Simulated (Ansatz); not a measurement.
A plane-wave DFT run in Ansatz 0.2.0 (scalar-relativistic PAW potentials unless the input names others): input and command.

```yaml
crystal:
  lattice:
    - [2.5898550832, 0.0, -0.2741065293]
    - [0.0, 2.7277841935, 0.0]
    - [-1.8690365892, 0.0, 7.0357606022]
  atoms:
    - { symbol: Li, position: [0.5760105265, 0.75, 0.8268403803] }
    - { symbol: Li, position: [0.4239894735, 0.25, 0.1731596197] }
    - { symbol: Be, position: [0.8214694906, 0.25, 0.5716190124] }
    - { symbol: Be, position: [0.1785305094, 0.75, 0.4283809876] }
basis:
  ecutwfc: 420
kpoints:
  mp_grid: { grid: [20, 16, 8] }
hamiltonian:
  xc: pbe
scf:
  occupations: { method: gaussian, width: 0.1 }
  max_iter: 3
output:
  forces: true
  eigenvalues: true
  stress: true
```

```bash
ansatz run input.yaml --threads 1 --pin off --max-ram 2560MiB --backend cpu --events-out ev --progress --plain --runs-dir out
```

Abridged log:
```
Pseudopotentials: kind: paw
Pseudopotential: Li, paw, valence charge 3, recommended cutoff 420 eV (normal)
Pseudopotential: Be, paw, valence charge 2, recommended cutoff 420 eV (normal)
Functional definition: PBE
Crystal: 4 atoms, lattice volume = 48.307 Å³
Basis set: ecut = 420 eV, 947 PW (Γ), exchange–correlation on 36×40×100 points (8 copies of the dense FFT grid, shifted against one another)
Bands: 9, of which v1, the nominal top of the filled ones, is band 5 counted from 1 (4 counted from 0)
Symmetry: 4 space group operations
Space group: P21/m (ITA 11), of the structure as read, at distance tolerance 3.6e-5 Å
k-points: 738 of 2560
Initial density: superposition of atomic densities (neutral atoms: chi_scale 0, normalization atom), corrected by the library's trained network
Initial wavefunctions: pseudopotential atomic-orbital guess
Functional: x = pbe(κ = 0.804, μ = 0.21951497), c = pbe(β = 0.06672455)
SCF iter   1: F=—  HF=-594.359338 eV  |F-HF|=—  |Δ(HF+E_count)|=         —  Δρ=2.80e-3  dr2=2.45e-2  ethr=1.77e-3  ⟨swp⟩=3.0  Hψ=81218  notcnv=0
SCF iter   2: F=—  HF=-594.356225 eV  |F-HF|=—  |Δ(HF+E_count)|=   3.11e-3  Δρ=1.73e-3  dr2=9.72e-3  ethr=2.45e-4  ⟨swp⟩=3.0  Hψ=36103  notcnv=0
SCF iter   3: F=—  HF=-594.354144 eV  |F-HF|=—  |Δ(HF+E_count)|=   2.08e-3  Δρ=1.74e-4  dr2=1.07e-4  ethr=9.72e-5  ⟨swp⟩=3.0  Hψ=39441  notcnv=0
```

Problem. What is wrong with this input?

Solution. The fault is too few SCF iterations (scf.max_iter: not typed → 3, the first being the value of the sound run). Setting it back cures it. The log, from which this was withheld above, says: «Error: did not converge after 3 iterations: dr2 = 1.07e-4 (threshold 1.00e-7), under the density mixer `msr1`, which `scf.mixing.algorithm: auto` chose by the deck's other keys (type `scf.mixing.algorithm: msr1` to keep it); raise `scf.max_iter`, which need not help a stalled SCF, or adjust the mixing (`scf.mixing`) or, under a smearing, its width (`scf.occupations.width` …» The run stopped without converging. A reference run on usual settings, whose relaxation ended at this geometry, converged, and the end of its own relaxation has pressure 0.01 GPa, largest force 0.003 eV/Å, no gap on the mesh.

The run took 13 s on 1 thread of Arm Neoverse V2, with other jobs on the host, peak memory 0.54 GiB.